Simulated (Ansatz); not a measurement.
Ga₄PN₃ as one 8-atom ordering on the wurtzite lattice, 8 atoms and 72 valence electrons in a cell of about 107 Å³, was run 6 times in Ansatz 0.2.0, each time on 4 threads of Arm Neoverse V1 (shared host).

```csv
run,k mesh,irreducible k,cutoff (eV),plane waves,bands,SCF iterations,wall time,peak host memory (GiB)
"relaxation, PBE",4×8×4,50,420,2177,44,67,57 s,0.52
"relaxation, r2SCAN",4×8×4,50,500,2695,44,32,74 s,0.71
"bands, PBE",6×8×4,70,420,2119,42,8,18 s,0.66
"single point, r2SCAN",6×8×4,70,500,2695,42,8,28 s,0.72
"single point, HSE06",4×4×4,30,420,2119,42,23,3.1 min,2.7
"single point, PBE+SOC",6×8×4,70,420,2119,84,11,93 s,1.7
```

The slowest run (single point, HSE06) took about 10 times as long as the quickest (bands, PBE).

Only the levels marked +SOC include spin-orbit coupling.
